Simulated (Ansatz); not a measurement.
# Relaxation path: hcp Ru (0001), 3 layers

DFT, r2SCAN, PAW with Ansatz's default frozen-core files, scalar-relativistic (Ansatz 0.2.0); a Γ-centred 15×15×1 k mesh, Fermi–Dirac smearing of 0.05 eV, no spin polarisation. The run relaxes the atoms in the fixed cell.

Command: `ansatz run input.yaml --threads 1 --pin off --max-ram 3584MiB --backend cpu --events-out ev --progress --plain --runs-dir out` It took 100 s on 1 thread of Intel(R) Xeon(R) Platinum 8488C (Sapphire Rapids), with other jobs on the host, peak memory 0.7 GiB.

```yaml
crystal:
  lattice:
    - [2.7028907931, 0.0, 0.0]
    - [-1.3514453966, 2.3407720905, 0.0]
    - [0.0, 0.0, 20.2644]
  atoms:
    - { symbol: Ru, position: [0.0, 0.0, 0.3947817592] }
    - { symbol: Ru, position: [0.333333334, 0.666666666, 0.5] }
    - { symbol: Ru, position: [0.0, 0.0, 0.6052182408] }
kpoints:
  mp_grid: { grid: [15, 15, 1] }
scf:
  occupations: { method: fermi_dirac, width: 0.05 }
hamiltonian:
  xc: r2scan
  pseudopotentials: { kind: paw }
output:
  forces: true
  stress: true
  eigenvalues: true
  write_density: true
  write_potential: true
  elf: true
  volumetric_format: npy
relax:
  f_tol: 0.01
  max_steps: 40
efield:
  axis: 3
  amplitude: 0
  dipole_correction: true
```

Each step lists its free energy a cell above the last geometry, and Cartesian positions (Å) with forces (eV/Å).

The first step:

```
step 1  dF = 83.87 meV
  Ru 0.0000 0.0000 8.0000   0.0000 0.0000 1.0187
  Ru 0.0000 1.5605 10.1322   0.0000 0.0000 0.0000
  Ru 0.0000 0.0000 12.2644   0.0000 0.0000 -1.0187
```

The PAW files were made under PBE.

Where does the relaxation end, and by which steps?

After 4 geometries, with a shortest distance of 2.579 Å. The further steps:
```
step 2  dF = 121.40 meV  (not accepted)
  Ru 0.0000 0.0000 8.1648   0.0000 0.0000 -1.4600
  Ru 0.0000 1.5605 10.1322   0.0000 0.0000 0.0000
  Ru 0.0000 0.0000 12.0996   0.0000 0.0000 1.4600
step 3  dF = 0.05 meV
  Ru 0.0000 0.0000 8.0804   0.0000 0.0000 -0.0285
  Ru 0.0000 1.5605 10.1322   0.0000 0.0000 0.0000
  Ru 0.0000 0.0000 12.1840   0.0000 0.0000 0.0284
step 4  dF = 0.00 meV
  Ru 0.0000 0.0000 8.0785   0.0000 0.0000 0.0001
  Ru 0.0000 1.5605 10.1322   0.0000 0.0000 0.0000
  Ru 0.0000 0.0000 12.1859   0.0000 0.0000 -0.0001
```
